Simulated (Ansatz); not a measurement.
## Formation energy of TaBi (rocksalt structure)

Level of theory: DFT, PBEsol, scalar-relativistic, no spin polarisation; plane waves to 420 eV with PAW datasets (Ansatz 0.2.0), Γ-centred 10×10×10 mesh, 0.05 eV Gaussian smearing. The datasets are Ansatz's generated set soft_2.

This is a trial structure made by placing the elements on a prototype's sites, so it needn't be the stable form.

Symmetry: Fm-3m, No. 225, cubic system. The conventional cell has a = 5.743 Å, b = 5.743 Å, c = 5.743 Å, α = 90.00°, β = 90.00°, γ = 90.00°. Ta (site symmetry m-3m) is surrounded by 6 Bi at 2.87 Å. Bi (site symmetry m-3m) has 6 Ta at 2.87 Å as nearest neighbours. (Neighbours are counted to 15 % beyond the shortest distance.)

The elements were computed in their standard states with the same datasets, cutoff and functional. Total energies depend on the potentials used, so only differences within one code and one set of settings carry meaning.

Energy of the relaxed cell (2 atoms, smearing extrapolated to zero): -22046.351 eV. Elements, in eV/atom: Ta -9806.500, Bi -12242.001.

Task: What is the formation energy?

Result: [-22046.351 − (1 × -9806.500 + 1 × -12242.001)] / 2 = 1.08 eV/atom, or 104 kJ per mole of atoms.

The value is for 0 K, without zero-point energy. A positive value means that this structure is unstable even against the elements at this level.

These numbers lack spin–orbit coupling.
